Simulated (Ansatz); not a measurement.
BeS (zinc blende, F-43m), DFT-PBEsol in the program Ansatz with PAW potentials. The conduction-band minimum lies at X, with 3 equivalent valleys. Second derivatives d²E/dk² of the lowest band at one valley (eV·Å²), along Cartesian directions:

| direction | d²E/dk² |
|---|---|
| [100] | 9.544 |
| [010] | 27.21 |
| [001] | 27.21 |
| [110] | 18.38 |
| [101] | 18.38 |
| [011] | 27.19 |

Question: Find the principal effective masses, the density-of-states mass and the conductivity mass.

Answer: Off-diagonal terms follow from H_xy = H[110] − (H_xx + H_yy)/2, and m*/mₑ = 7.620 eV·Å² over each eigenvalue: 0.28, 0.28, 0.80. One valley's DOS mass (m₁m₂m₃)^(1/3) = 0.40, conductivity mass 3/(Σ 1/mᵢ) = 0.36 mₑ.

Question: What effective density of states Nc follows at 300 K for parabolic valleys?

Answer: Nc = 2.509e19 × 3 × (0.40)^(3/2) ≈ 1.9e19 cm⁻³.

The PBEsol relaxation kept the symmetry of its start.

Potentials: the later of the program's two PAW sets.

Edges and masses are those of Kohn–Sham bands, whose gap is no quasiparticle gap.
